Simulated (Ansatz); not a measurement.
Is this TiSn₃O₈ structure a true minimum?

The cell was found from a structure generator's guess, not taken from experiment.

These are results of DFT PBE, scalar-relativistic, plane waves, PAW (Ansatz 0.2.0), not measurements. Plane waves to 420 eV, a k mesh through Γ of 6×6×4 on the computed 12-atom cell and Gaussian smearing (0.02 eV); no spin polarisation.

The cell below (12 atoms, space group Cmmm (No. 65)) is relaxed within its symmetry.

```
CELL_PARAMETERS angstrom
3.37566 -3.38170 0.00000
3.37566 3.38170 0.00000
0.00000 0.00000 6.36027
ATOMIC_POSITIONS crystal
Ti 0.00000 0.00000 0.50000
Sn 0.50000 0.50000 0.74529
Sn 0.50000 0.50000 0.25471
Sn 0.00000 0.00000 0.00000
O 0.30618 0.30618 0.00000
O 0.29697 0.29697 0.50000
O 0.18961 0.81039 0.73836
O 0.18961 0.81039 0.26164
O 0.81039 0.18961 0.73836
O 0.81039 0.18961 0.26164
O 0.69382 0.69382 0.00000
O 0.70303 0.70303 0.50000
```

For the test it was strained at random (σ = 1.5 % a component), the atoms were moved at random (σ = 0.05 Å), and all was relaxed again on a coarse 4×4×2 mesh (in the run’s order of axes) with 0.10 eV smearing, with no symmetry imposed.

Question: Is the structure stable against such a distortion?

Answer: It returns, within 1 meV/atom of the unmoved cell on that mesh and with the same symmetry when read at 0.1 Å. So it is stable against the distortions that fit this cell and that this random move excites. Modes that don't fit the cell aren't tested.
